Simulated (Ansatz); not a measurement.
KZnF3 (cubic perovskite, Pm-3m), a = 4.046 Å, b = 4.046 Å, c = 4.046 Å, α = 90.00°, β = 90.00°, γ = 90.00°.

Relaxed with r²SCAN. Independent-particle spectrum: no excitons, no local fields, no scissors shift; 0.1 eV broadening; ε₁ of the summed bands alone.

Tabulate the dielectric function from r²SCAN in the plane-wave PAW code Ansatz.



| E (eV) | ε₁ xx | ε₂ xx |
|---|---|---|
| 0.0 | 2.13 | 0.00 |
| 0.4 | 2.13 | 0.00 |
| 0.8 | 2.13 | 0.00 |
| 1.2 | 2.14 | 0.00 |
| 1.6 | 2.15 | 0.00 |
| 2.0 | 2.16 | 0.00 |
| 2.4 | 2.17 | 0.00 |
| 2.8 | 2.19 | 0.00 |
| 3.2 | 2.21 | 0.00 |
| 3.6 | 2.24 | 0.00 |
| 4.0 | 2.27 | 0.00 |
| 4.4 | 2.31 | 0.00 |
| 4.8 | 2.35 | 0.00 |
| 5.2 | 2.41 | 0.00 |
| 5.6 | 2.50 | 0.00 |
| 6.0 | 2.61 | 0.00 |
| 6.4 | 2.83 | 0.00 |
| 6.8 | 3.15 | 0.42 |
| 7.2 | 3.01 | 0.76 |
| 7.6 | 2.85 | 0.96 |
| 8.0 | 2.70 | 1.10 |
| 8.4 | 2.57 | 1.26 |
| 8.8 | 1.90 | 1.26 |
| 9.2 | 2.33 | 0.94 |
| 9.6 | 1.85 | 1.27 |
| 10.0 | 1.98 | 0.77 |
| 10.4 | 2.20 | 0.92 |
| 10.8 | 2.15 | 0.85 |
| 11.2 | 2.48 | 0.92 |
| 11.6 | 2.68 | 1.43 |
| 12.0 | 1.91 | 1.87 |

From ε at 8.1 eV (xx: 2.67 + 1.13i), find n, k, the normal reflectivity and the absorption coefficient.

n = 1.67, k = 0.339, R = 8 %, α = 2kE/ħc = 280000 cm⁻¹.

With all bands, ε∞ without local fields is 2.31. DFPT, with local fields, gives 2.27.

Symmetry was held in the r²SCAN relaxation; phonons on a q-mesh show no instability.

Potentials: the later of the program's two PAW sets.
